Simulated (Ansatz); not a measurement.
What settings do to one calculation: Be started on a K site next to H started in the widest void in cubic perovskite KMgF3, 11 atoms, charge +1

Ansatz (PAW, plane waves), atoms fixed. The base input:

```yaml
crystal:
  lattice:
    - [7.982544, 0.000000, 0.000000]
    - [0.000000, 3.991272, 0.000000]
    - [0.000000, 0.000000, 3.991272]
  atoms:
    - { symbol: K, position: [0.994789, 0.066317, 0.000465] }
    - { symbol: Be, position: [0.491332, 0.007683, 0.024700], spin: 0.2 }
    - { symbol: Mg, position: [0.243294, 0.541602, 0.462575] }
    - { symbol: Mg, position: [0.743308, 0.506521, 0.523614] }
    - { symbol: F, position: [0.261510, 0.521206, 0.070432], spin: 0.2 }
    - { symbol: F, position: [0.736863, 0.495415, 0.035202], spin: 0.2 }
    - { symbol: F, position: [0.985427, 0.470518, 0.482312] }
    - { symbol: F, position: [0.504765, 0.507268, 0.455598], spin: 0.2 }
    - { symbol: F, position: [0.246693, 0.028353, 0.561050] }
    - { symbol: F, position: [0.754811, 0.993038, 0.478815] }
    - { symbol: H, position: [0.516066, 0.521025, 0.999229], spin: 0.2 }
kpoints:
  mp_grid: { grid: [2, 2, 2], shift: [0.5, 0.5, 0.5] }
hamiltonian:
  xc: pbesol
total_charge: 1
magnetization:
  spin_polarized: true
scf:
  occupations: { method: fermi_dirac, width: 0.01 }
output:
  forces: true
  eigenvalues: true
  populations: true
  charged_corrections: { epsilon: 7 }
  write_density: true
  write_potential: true
  elf: true
  volumetric_format: npy
```

Command:

```sh
ansatz run in.yaml --threads 8 --pin off --max-ram 13300MiB --runs-dir r --events-out ev --progress --plain
```

It converged in 15 iterations and 0.8 s of wall time on 8 threads of an EPYC 9R45 processor, on a host shared with other runs; peak host memory 0.56 GiB; largest force component 8.60 eV/Å. The cutoff was the default, 420 eV. The base isn't a converged reference: it has few k points, and its atoms are unrelaxed, some of them close together. Each run below changes the keys shown and caps the iterations.

```
run                                                           changed         ending  iterations  free energy less the base (meV per atom)  rms change of forces (eV/Å)  change of pressure (GPa)  wall time (s, shared host)
  1  ecutrho_ratio 3, max_iter 60, k points a 1×1×2 mesh centred on Γ      converged          16                                      40.7                        0.217                         –                     0.6 CPU
  2                                       max_iter 2, ecutrho_ratio 2  not converged           –                                         –                            –                         –                           –
  3                   max_iter 60, k points a 1×1×2 mesh centred on Γ      converged          16                                      40.6                        0.217                         –                     0.6 CPU
  4                            dispersion rvv10, xc rpbe, max_iter 80        refused           –                                         –                            –                         –                           –
  5                                     occupations fixed, max_iter 9        refused           –                                         –                            –                         –                           –
  6                         xc_grid 2 (2 is the default), max_iter 70      converged          15                                       0.0                        0.000                         –                     0.8 CPU
```

Question: Which changes leave the result alone, and which of the same physical model moves the forces most?

Answer: The forces move by under 0.002 eV/Å in run 6. Run 1 (ecutrho_ratio 3, max_iter 60, k points a 1×1×2 mesh centred on Γ) moves them most among the runs with the same functional, charge and dispersion term, by 0.217 eV/Å.

Question: Why did some runs give no result?

Answer: - run 2: did not converge after 2 iterations: dr2 = 1.34e1 (threshold 1.00e-7), under the density mixer `msr1`, which `scf.mixing.algorithm: auto` chose by the deck's other keys (type `scf.mixing.algorithm: msr1` to keep it);
- run 4: inconsistent input (hamiltonian.dispersion, hamiltonian.xc): `dispersion: rvv10` has no canonical (b, C) pairing for the chosen semilocal exchange/correlation — only rPW86-x + PBE96-c (the original rVV10) and r²SCAN are tabulated
- run 5: inconsistent input (scf.occupations.method, magnetization): a σ = 0 step fill (method: fixed, or a smearing width below the step floor) cannot realise an odd electron count (73) without a locked total moment — the per-k integer fill puts the same N_el/2 bands …
